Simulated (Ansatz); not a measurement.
# NbCd₃ as a host for H

Method: DFT PBE, scalar-relativistic, plane waves, PAW (Ansatz).

Cutoff 420 eV; k points 8×8×8 on the computed 4-atom cell (Γ-centred); Gaussian smearing, width 0.10 eV; no spin polarisation for the host; each changed cell takes a mesh and smearing chosen by its own gap and starts from the host's moments or customary ones, or runs without spin. Cells and atoms are relaxed to the nearest stationary point that keeps the symmetry of their start (forces under 0.02 to 0.04 eV/Å, stress under 0.1 to 0.2 GPa); energies are at zero smearing, without zero-point or thermal terms.

Relaxed host (gap on the mesh 0 eV):

```
CELL_PARAMETERS angstrom
4.30858 0.00000 0.00000
0.00000 4.30858 0.00000
0.00000 0.00000 4.30858
ATOMIC_POSITIONS crystal
Nb 0.00000 0.00000 0.00000
Cd 0.00000 0.50000 0.50000
Cd 0.50000 0.00000 0.50000
Cd 0.50000 0.50000 0.00000
```

Cases: (1) 1 H in a 1×1×1 repeat of the cell, at (0.500 0.500 0.500) in fractions of that repeat, 2.15 Å from the nearest atom of the relaxed host; (2) 3 H in a 1×1×1 repeat of the cell, at (0.000 0.000 0.500), (0.500 0.000 0.000), (0.000 0.500 0.000) in fractions of that repeat, 2.15 Å from the nearest atom of the relaxed host; (3) 1 H in a 2×1×1 repeat of the cell, at (0.250 0.500 0.500) in fractions of that repeat, 2.15 Å from the nearest atom of the relaxed host; (4) 1 H in a 2×1×1 repeat of the cell, at (0.000 0.000 0.500) in fractions of that repeat, 2.15 Å from the nearest atom of the relaxed host.

Give the energy per H taken from half an H2 molecule (negative: uptake is favourable), the swelling and the final surroundings.

```tsv
case	formula	energy per H (eV)	ΔV (%)	principal strains (%)	nearest host atoms of the first H
1	NbCd3H	1.91	+5.4	+1.8 +1.8 +1.8	6 (Cd) from 2.19 Å
2	NbCd3H3	0.86	+11.5	+3.7 +3.7 +3.7	6 (CdNb) from 2.23 Å
3	Nb2Cd6H	1.86	+2.8	+1.4 +0.7 +0.7	6 (Cd) from 2.17 Å
4	Nb2Cd6H	0.32	+1.6	+2.1 +1.9 -2.4	6 (CdNb) from 2.10 Å
```

Each ion keeps what symmetry its start has, so a lower place off a symmetric site can be missed, above all for H.

Relaxed structure of case 4, the lowest per ion:

Space group Pmmm (No. 47). a = 4.205 Å, b = 4.400 Å, c = 8.784 Å, α = 90.00°, β = 90.00°, γ = 90.00°
```tsv
atom	site	symmetry	x	y	z
Nb	1c	mmm	0.0000	0.0000	0.5000
Nb	1a	mmm	0.0000	0.0000	0.0000
Cd	1h	mmm	0.5000	0.5000	0.5000
Cd	1f	mmm	0.5000	0.5000	0.0000
Cd	2s	mm2	0.5000	0.0000	0.7364
Cd	2r	mm2	0.0000	0.5000	0.7493
H	1b	mmm	0.5000	0.0000	0.0000
```

Cost: 5 runs of about 5.2 core-minutes in all, on Intel Xeon Platinum 8488C (Sapphire Rapids) (shared hosts).